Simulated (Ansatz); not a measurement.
Method: Ansatz 0.2.0, DFT PBE, scalar-relativistic, plane waves, PAW. All cells share a 420 eV cutoff and Γ-centred k meshes spaced at most about 0.3 Å⁻¹ (about 0.25 or finer for metals, 2π included). No spin polarisation in the final relaxations.

These are static total energies at zero pressure.

Two relaxed structures of SrAgI3:

A.

```cif
data_structure
_symmetry_space_group_name_H-M 'Cm'
_symmetry_Int_Tables_number 8
_cell_length_a 8.9517
_cell_length_b 8.6754
_cell_length_c 8.6072
_cell_angle_alpha 90.000
_cell_angle_beta 117.769
_cell_angle_gamma 90.000
_cell_volume 591.45
loop_
_atom_site_label
_atom_site_type_symbol
_atom_site_symmetry_multiplicity
_atom_site_Wyckoff_symbol
_atom_site_fract_x
_atom_site_fract_y
_atom_site_fract_z
_atom_site_occupancy
Sr1 Sr 2 a 0.36895 0.50000 0.24761 1
Ag1 Ag 2 a 0.14637 0.50000 0.56237 1
I1 I 4 b 0.19155 0.75669 0.38787 1
I2 I 2 a 0.09714 0.50000 0.85127 1
```

B.

```cif
data_structure
_symmetry_space_group_name_H-M 'P6/mmm'
_symmetry_Int_Tables_number 191
_cell_length_a 6.9851
_cell_length_b 6.9851
_cell_length_c 6.3788
_cell_angle_alpha 90.000
_cell_angle_beta 90.000
_cell_angle_gamma 120.000
_cell_volume 269.54
loop_
_atom_site_label
_atom_site_type_symbol
_atom_site_symmetry_multiplicity
_atom_site_Wyckoff_symbol
_atom_site_fract_x
_atom_site_fract_y
_atom_site_fract_z
_atom_site_occupancy
Sr1 Sr 1 b 0.00000 0.00000 0.50000 1
Ag1 Ag 1 a 0.00000 0.00000 0.00000 1
I1 I 3 g 0.50000 0.00000 0.50000 1
```

Question: Which form is favoured at zero pressure, and by what margin per atom?

Answer: A is lower, by 0.79 eV/atom. A has space group Cm (No. 8), 59.1 Å³/atom and a gap of 2.79 eV on its mesh; B has space group P6/mmm (No. 191), 53.9 Å³/atom and no gap. Counting I atoms around Ag and Sr (those within 1.25 times the shortest such distance or 1.15 times the sum of covalent radii, 1.27 where that leaves under three; the shortest distance is added where it exceeds 1.18 times the sum of covalent radii), A has Sr 5, Ag 3 and B has Sr 6, Ag 12 from 4.7 Å. The lower one is the more open, so pressure narrows the difference. Both come from invented guesses.

Spin–orbit coupling, which can matter for I, is left out. Kohn–Sham gaps at this level usually fall short of measured ones. The missing spin–orbit coupling can work the other way here. A magnetic state wasn't ruled out in cells without spin, among them P6/mmm. Cells relaxed within their symmetry can be saddle points.
